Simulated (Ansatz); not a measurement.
Input and command of a plane-wave DFT calculation in Ansatz:

```yaml
crystal:
  lattice:
    - [-3.802, 0.0, 0.0]
    - [0.0, -3.802, 0.0]
    - [0.0, 0.0, 11.172]
  atoms:
    - { symbol: Sn, position: [0.0, 0.5, 0.7525408163] }
    - { symbol: Sn, position: [0.0, 0.5, 0.3196729323] }
    - { symbol: Sn, position: [0.5, 0.0, 0.1131949517] }
    - { symbol: Sn, position: [0.5, 0.0, 0.5460628357] }
    - { symbol: O, position: [0.0, 0.0, 0.649301826] }
    - { symbol: O, position: [0.0, 0.0, 0.216433942] }
    - { symbol: O, position: [0.5, 0.5, 0.649301826] }
    - { symbol: O, position: [0.5, 0.5, 0.216433942] }
basis:
  ecutwfc: 420
kpoints:
  mp_grid: { grid: [12, 12, 5] }
hamiltonian:
  xc: pbesol
scf:
  occupations: { method: gaussian, width: 0.15 }
output:
  forces: true
  stress: true
  eigenvalues: true
  write_density: true
  write_potential: true
  elf: true
  volumetric_format: npy
```

```bash
ansatz run input.yaml --threads 2 --pin off --max-ram 5120MiB --backend cpu --events-out ev --progress --plain --runs-dir out
```

Processor: Arm Neoverse V2, 2 threads, on a host shared with other jobs.

Estimate time, memory and problem size.

About 21 s on 2 threads of Arm Neoverse V2, with other jobs on the host, peak memory 0.69 GiB. It solves 48 bands at 84 k points (the mesh reduced by symmetry) with about 3165 plane waves, in 8 SCF iterations.
